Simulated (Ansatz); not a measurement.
ScNb and the effect of the choice of potentials or basis

```
Nb Sc
1.0
     3.06564    0.00000    0.00000
    -1.53282    2.65493    0.00000
     0.00000    0.00000    5.07219
Nb Sc
1 1
Direct
  0.33333 0.66667 0.50000
  0.00000 0.00000 0.00000
```

The cell comes from a database or a generator and needn't be the stable form of this composition.

Kept alike: task equation of state; functional PBE; k mesh 10 × 10 × 5; occupations fermi-dirac, width 0.05 eV; no spin polarisation. Program: Ansatz. Cutoffs run from 420 to 1350 eV. The mesh is that of the run's cell of 2 atoms. No spin-orbit coupling.

| choice of potentials or basis | volume (Å³/atom) | bulk modulus (GPa) |
| --- | --- | --- |
| Ansatz PAW | 20.610 | 101.6 |
| Ansatz PAW (files of its older set among them) | 20.609 | 101.6 |
| JTH PAW | 20.601 | 101.7 |
| PseudoDojo standard | 20.620 | 101.5 |
| PseudoDojo stringent | 20.620 | 101.5 |
| SPMS NC | 20.620 | 101.1 |
| SSSP efficiency PAW | 20.627 | 101.8 |

For a metal such a mesh leaves the last digits unconverged. Volume and modulus come from cells scaled at fixed shape and fractions; off cubic symmetry such a modulus can lie above the relaxed one.

What does the choice of potentials or basis change here?

The volume runs from 20.601 (JTH PAW) to 20.627 Å³/atom (SSSP efficiency PAW). The bulk modulus runs from 101.1 (SPMS NC) to 101.8 GPa (SSSP efficiency PAW).
